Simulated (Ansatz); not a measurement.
Tl (hcp, Mg type)

```xyz
2
Lattice="3.5207 0.0000 0.0000 -1.7604 3.0490 0.0000 0.0000 0.0000 5.6025" Properties=species:S:1:pos:R:3 pbc="T T T"
Tl     0.0000     2.0327     4.2019
Tl     1.7604     1.0163     1.4006
```

The slice is a (-1 1 0 2) plane (indices of the conventional cell) through the point (0.333, 0.667, 0.750) (fractional), spanned by u = [110] and v = [1 -1 1] in vectors of this cell: u (3.52 Å) and v (8.28 Å, at 90° to u). It covers one period; positions are fractions (u, v).

All values below come from r2SCAN (plane waves to 500 eV, PAW, scalar-relativistic; Ansatz, a program for electronic structure). k mesh 15×15×9. Near the nuclei the fields are pseudised (PAW); where an atom keeps semicore shells as valence, they peak there. Spin-orbit coupling is left out, though Tl is heavy. The PAW data are Ansatz's earlier set. Tl was relaxed with its symmetry unable to fall.

Sketch the electron localisation function (ELF) on this plane as a map.


```
|x29722792|
|998522589|
|775211257|
|321122112|
|001344310|
|002455420|
|002455420|
|211244211|
|653122135|
|996311369|
|898522589|
|689622698|
|998511589|
|876311367|
|442100124|
|221000012|
|765200256|
|998611689|
|x29722792|
|xx883388x|
```
Scale: ten equal steps from 0.08 (start of '0') to 0.42 (end of '9'), in the order '0123456789'. Values: electron localisation function (ELF). The map has 9 points along u (one character each, u = 0 at the left) and 20 along v (v = 0 in the bottom row). Points within 0.5 Å of a nucleus are blanked (x), as the pseudised field means little there.
